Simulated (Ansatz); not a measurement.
Relaxed ZnO (wurtzite):

```
ZnO
1.0
    3.22975     0.00000     0.00000
   -1.61488     2.79705     0.00000
    0.00000     0.00000     5.21478
Zn O
2 2
Cartesian
  1.61488   0.93235   0.01065
  0.00000   1.86470   2.61804
  1.61488   0.93235   3.24963
  0.00000   1.86470   0.64224
```

In each cell atom 2 (Zn, nearest neighbour O at 1.969 Å; its periodic images, 3.2 Å or more away, move with it) moves by s·(0.000, 0.000, 1.000) (along Cartesian z), the rest being held.

These are PBEsol (plane waves to 420 eV, PAW, scalar-relativistic; Ansatz, an electronic-structure program) values and carry that method's errors. k mesh 9×9×5 (Γ-centred), Fermi-Dirac smearing 0.05 eV. E stands for the smeared free energy. ZnO was relaxed with its symmetry unable to fall. ΔE is measured from the undisplaced structure.

```csv
s (Å),ΔE (meV/cell)
-0.390,1625
-0.312,903
-0.234,444
-0.156,withheld
-0.078,38
0.000,0
0.078,31
0.156,109
0.234,220
0.312,351
0.390,492
```

Task: Fit a polynomial form (powers 2, 3, 4) to the given rows and predict ΔE at s = -0.156.

Result: Least squares on the 10 given rows: ΔE = (5561)·s² + (-9427)·s³ + (9176)·s⁴, in meV/cell with s in Å; root-mean-square residual 7.0 meV/cell. At -0.156 the fit gives 177 meV/cell; the calculation gives 174 meV/cell, so the interpolation is off by 3 (+1.7 %). The quadratic term alone would give 135 meV/cell.

(A displaced cell: forces are minus the slopes of the energy, force constants its curvatures, and phonons follow from these.)
